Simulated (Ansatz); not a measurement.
An ordered 4-atom cell of K2BrF on the rocksalt lattice (R-3m), relaxed with r2SCAN: 5 runs in the plane-wave code Ansatz, each a calculation of independent-particle optics. It is trigonal, R-3m (No. 166); a = 4.178 Å, c = 20.905 Å in the conventional setting, 26.34 Å³ an atom. Around F lie 6 K at 2.78 Å; around Br lie 6 K at 3.20 Å; around K lie 3 F at 2.78 Å and 3 Br at 3.20 Å. Note: simulated data, non-magnetic, for a generated structure that need not be the stable one.

```xyz
4
Lattice="2.0891 1.2061 6.9683 -2.0891 1.2061 6.9683 0.0000 -2.4123 6.9683" Properties=species:S:1:pos:R:3 pbc="T T T"
F     2.0891    1.2061    6.9683
Br    0.0000    0.0000   10.4524
K     0.0000    0.0000    5.5845
K     0.0000    0.0000   15.3204
```

On meshes this coarse, single peaks can be features of the mesh. No local fields, no excitons; the zone sum runs over the cells of the mesh, and ε∞ includes the bands left out of the spectrum. Up to four peaks are listed, those above 15 % of the tallest and inside the complete range; the four can differ from row to row. Rows marked drawn have settings drawn at random (some not listed).

| functional | k mesh | broadening (eV) | scissors (eV) | range (eV) | settings | direct gap on the mesh before scissors (eV) | ε∞ xx | ε∞ yy | ε∞ zz | complete up to (eV) | tallest peaks of mean ε₂ (eV) |
| --- | --- | --- | --- | --- | --- | --- | --- | --- | --- | --- | --- |
| PBE | 6×6×6 | 0.1 | 0.00 | 0–18 | chosen | 4.14 | 2.61 | 2.61 | 2.69 | 18.0 | 7.10 8.05 9.30 10.10 |
| r2SCAN | 6×6×6 | 0.1 | 0.00 | 0–18 | chosen | 4.72 | 2.45 | 2.45 | 2.53 | 18.0 | 7.65 8.65 10.85 14.80 |
| LDA | 6×6×6 | 0.1 | 0.00 | 0–18 | chosen | 3.70 | 2.72 | 2.72 | 2.81 | 18.0 | 6.75 7.80 9.65 9.90 |
| PBE | 6×6×6 | 0.1 | 1.22 (to HSE06) | 0–18 | chosen | 4.14 | 2.44 | 2.44 | 2.51 | 18.0 | 8.30 9.30 10.50 11.30 |
| r2SCAN | 4×4×4 | 0.25 | 0.30 | 0–20 | drawn | 4.72 | 2.42 | 2.42 | 2.49 | 20.0 | 8.05 8.95 11.10 19.80 |

The runs are scalar-relativistic, without spin-orbit coupling.
